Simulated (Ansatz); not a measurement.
Cells of GaAs relaxed with r2SCAN (plane waves to 500 eV, PAW, scalar-relativistic; Ansatz, a quantum-chemistry and plane-wave program), each with a space-group label. One label is wrong.

**A**, labelled Pmma (No. 51)
```yaml
crystal:
  lattice:
    - [3.57590, 0.00000, 0.00000]
    - [0.00000, 5.41920, 0.00000]
    - [0.00000, 0.00000, 4.19857]
  atoms:
    - { symbol: Ga, position: [0.25000, 0.00000, 0.24515] }
    - { symbol: Ga, position: [0.75000, 0.00000, 0.75485] }
    - { symbol: As, position: [0.75000, 0.50000, 0.69559] }
    - { symbol: As, position: [0.25000, 0.50000, 0.30441] }
```

**B**, labelled P4/mmm (No. 123)
```yaml
crystal:
  lattice:
    - [3.64944, 0.00000, 0.00000]
    - [0.00000, 3.64944, 0.00000]
    - [0.00000, 0.00000, 2.82993]
  atoms:
    - { symbol: Ga, position: [0.50000, 0.50000, 0.50000] }
    - { symbol: As, position: [0.00000, 0.00000, 0.00000] }
```

**C**, labelled Pm-3m (No. 221)
```xyz
6
Lattice="0.0000 5.1212 5.2079 2.7063 0.0000 5.2079 2.7063 5.1212 0.0000" Properties=species:S:1:pos:R:3 pbc="T T T"
As     1.3532     2.5606     0.0000
As     1.3532     2.5606     5.2079
As     0.0000     0.0000     0.0000
Ga     1.3532     2.5606     2.6040
Ga     4.0595     7.6818     7.8119
Ga     2.7063     5.1212     5.2079
```

**D**, labelled F-43m (No. 216)
```
CELL_PARAMETERS angstrom
      0.00000     2.83256     2.83256
      2.83256     0.00000     2.83256
      2.83256     2.83256     0.00000
ATOMIC_POSITIONS crystal
  As 0.75000 0.75000 0.75000
  Ga 0.50000 0.50000 0.50000
```

Task: Which label is wrong, and what should it be (tolerance 0.01 Å)?

Result: C: its symmetry is Fmmm (No. 69), oF24; a = 5.413 Å, b = 10.242 Å, c = 10.416 Å, α = 90.00°, β = 90.00°, γ = 90.00°.

Each run could gain symmetry but not lose that of its start, so entries can be saddle points. From databases, or of a type measured for this composition: F-43m, cF8, zinc blende type; the others are generated cells (placed on structure types, drawn at random, substituted or restacked) that were not matched to a known phase here.

No spin polarisation in the result.
